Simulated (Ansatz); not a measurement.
NbS2Br2:
```
CELL_PARAMETERS angstrom
      3.30869     5.68590     0.00000
     -3.30869     5.68590     0.00000
     -2.40469     0.00000     6.57860
ATOMIC_POSITIONS crystal
  Nb 0.12556 0.12556 0.00000
  Nb 0.87444 0.87444 0.00000
  S  0.85935 0.14065 0.69119
  S  0.14065 0.85935 0.30881
  S  0.32430 0.67570 0.13193
  S  0.67570 0.32430 0.86807
  Br 0.97397 0.43361 0.23376
  Br 0.02603 0.56639 0.76624
  Br 0.43361 0.97397 0.76624
  Br 0.56639 0.02603 0.23376
```

Relaxed with r²SCAN+D4. Special points in fractions of this cell's reciprocal vectors: Γ (0.000, 0.000, 0.000); Y (0.500, 0.500, 0.000); M (0.500, 0.500, 0.500); A (0.000, 0.000, 0.500); L2 (0.000, 0.500, 0.500); V2 (0.000, 0.500, 0.000).

**Question.** List the band energies nearest the valence-band maximum at these points for DFT-r²SCAN+D4 with spin–orbit coupling in the program Ansatz with PAW potentials.

**Answer.** In eV from the valence-band maximum; about four levels below and three above (degenerate sets whole), none deeper than 8.9 eV; points with the same levels are listed once.

```
k                     below                          above
--  -----------------------  -----------------------------
Γ   -1.03 -1.03 -0.30 -0.30            1.93 1.93 2.36 2.36
Y   -1.06 -1.06 -0.28 -0.28            1.83 1.83 2.41 2.41
M   -1.07 -1.07 -0.01 -0.01            1.64 1.64 2.27 2.27
A   -1.10 -1.10 -0.18 -0.18            2.12 2.12 2.40 2.40
L2  -0.93 -0.93 -0.19 -0.19            2.11 2.11 2.19 2.19
V2  -0.99 -0.99 -0.06 -0.06  2.26 2.26 2.35 2.35 2.36 2.36
```

Space group C2/m. The first step of the workflow began from a Materials Project structure, measured or hypothetical; the Crystallography Open Database copy checked does not list it. Its standing as an ambient phase is unchecked. The cell was relaxed with r²SCAN+D4 under the symmetry of its start; its stability against distortions is not shown here. The run is not spin-polarised.

Potentials: the later of the program's two PAW sets.
